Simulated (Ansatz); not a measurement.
The cell of FeRhC₄N₄ is invented: two interpenetrating cyanide-bridged diamond nets (P-43m, No. 215). Its size is a rough estimate.

```
Fe Rh C N
1.0
     5.90687    0.00000    0.00000
     0.00000    5.90687    0.00000
     0.00000    0.00000    5.90687
Fe Rh C N
1 1 4 4
Cartesian
  0.0000 0.0000 0.0000
  2.9534 2.9534 2.9534
  1.1189 1.1189 1.1189
  1.1189 4.7880 4.7880
  4.7880 1.1189 4.7880
  4.7880 4.7880 1.1189
  1.7944 1.7944 1.7944
  1.7944 4.1125 4.1125
  4.1125 1.7944 4.1125
  4.1125 4.1125 1.7944
```

The calculation used Ansatz, DFT PBE, scalar-relativistic, plane waves, PAW. Cutoff 420 eV, Gaussian smearing, Γ-centred meshes. Cell and atoms relax first on a coarse mesh and then on a finer one. In between, the cell is made exact in the group found at 0.06 Å. In metals the finer mesh still leaves noise of several meV/atom or more. The steps can't lower the symmetry of their start. Collinear spin, starting moments Fe 4.0; Rh 1.0 μB.

A guess keeps its type if space group and coordination stay and the shape of the cell changes little (axis ratios within about 15 %, angles within 6°); the volume may change.

Task: Will the relaxed cell still be of the starting type?

Result: It keeps its type. The symmetry stays P-43m (No. 215). The volume per atom grows by 1.2 %, from 20.6 to 20.9 Å³. The shortest distance goes from 1.17 Å (C–N) to 1.18 Å (C–N). Counting neighbours within 15 % of an atom's shortest distance, the start has C 1, Fe 4, N 1, Rh 4 and the end C 1, Fe 4, N 1, Rh 4.

The last run used collinear spin, a 6×6×6 mesh for its 10-atom cell and Gaussian smearing of 0.10 eV. Another magnetic order may lie lower. Symmetry constrained the relaxation, so the result can be a saddle point.
